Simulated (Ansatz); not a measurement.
# Structures of H2Rh: which is lowest?

Plane-wave DFT in Ansatz with scalar-relativistic PAW potentials, cutoff 420 eV, Γ-centred meshes chosen by cell and gap, Gaussian smearing with energies taken to zero width. Every cell was relaxed (cell and atoms) in a run of its own, within the symmetry of its start. Functional: PBE.

Relaxed structures (starts from databases or built by putting these elements on another compound's sites):
A. I4/mmm, 3 atoms in the computed cell, a = 2.815 Å, c = 5.046 Å; sites (symmetry × multiplicity) H 4mm × 4, Rh 4/mmm × 2; start: built
B. P4_2/mnm, 6 atoms in the computed cell, a = 3.969 Å, c = 2.870 Å; sites (symmetry × multiplicity) H m.2m × 4, Rh m.mm × 2; start: built
C. P6_3/mmc, 6 atoms in the computed cell, a = 2.710 Å, c = 10.020 Å; sites (symmetry × multiplicity) H 3m. × 4, Rh -6m2 × 2; start: built

Rank them by energy. Could pressure change the order?

| structure | group | E − E(lowest) (meV/atom) | V (Å³/atom) | gap on mesh (eV) |
| --- | --- | --- | --- | --- |
| B | P4_2/mnm | 0.0 | 7.54 | 0.00 |
| C | P6_3/mmc | 49 | 10.62 | 0.00 |
| A | I4/mmm | 237 | 6.66 | 0.00 |

B is lowest, 49 meV/atom under C. A is denser by 0.87 Å³/atom, so pressure favours it: ΔE/ΔV, with ΔE in eV and 1 eV/Å³ = 160.2 GPa, gives about 43 GPa for equal enthalpy if both cells were rigid; at such pressures compression changes ΔV much, so this is a scale only. Other structures may lie lower than all of these, and vibrations aren't counted.